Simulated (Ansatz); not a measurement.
## Al$_{3}$GaN$_{4}$: random displacements

All numbers below come from DFT PBEsol, scalar-relativistic, plane waves, PAW in Ansatz 0.2.0. Cutoff 420 eV, Γ-centred 6×8×4 k-points, Gaussian smearing of 0.05 eV. No spin polarisation. Energies are free energies at this smearing, counted from the undisturbed cell; pressure is positive in compression.

The undisturbed cell (relaxed at this level; it needn't be the usual structure):

```
Al Ga N
1.0
     5.04341    0.00000    0.00011
     0.00000    3.13007    0.00000
    -0.00324    0.00000    5.41799
Al Ga N
3 1 4
Direct
  0.50023 0.50000 0.16733
  0.00092 0.50000 0.83481
  0.00109 0.00000 0.33169
  0.49942 0.00000 0.66620
  0.11117 0.00000 0.66633
  0.12245 0.50000 0.16716
  0.62512 0.50000 0.84019
  0.62319 0.00000 0.32629
```

The atoms are displaced (Å, in the unstrained cell):

```csv
atom,ux,uy,uz
Al1,0.050,0.053,0.074
Al2,-0.027,-0.035,-0.051
Al3,0.079,0.000,0.027
Ga4,0.034,0.026,-0.063
N5,0.060,-0.035,0.009
N6,-0.105,-0.127,-0.029
N7,-0.021,0.080,0.072
N8,-0.071,0.039,-0.040
```

Strain (Voigt, engineering shear): (0.0725, 0.0366, 0.0527, 0.0554, -0.0513, 0.0617).

(1) What are the energy change, the stress and the forces?

Answers

(1) ΔE = 260.0 meV/atom; stress (xx, yy, zz, yz, xz, xy; compression positive) (-23.10, -15.01, -20.35, -8.27, 4.47, -5.25) GPa; gap on the mesh 1.79 eV.
```
atom Fx (eV/Å) Fy Fz
 Al1      -0.95   0.50  -1.83
 Al2       0.10   0.01   0.88
 Al3      -0.83  -1.17  -0.42
 Ga4      -0.39   0.38   1.07
  N5      -0.74   0.23  -0.37
  N6       1.17   1.85   0.20
  N7       0.62  -0.78  -1.02
  N8       1.02  -1.02   1.49
```

Cost: 1 run of about 0.14 core-minutes, on AMD EPYC 9R45 (Zen 5) (shared hosts).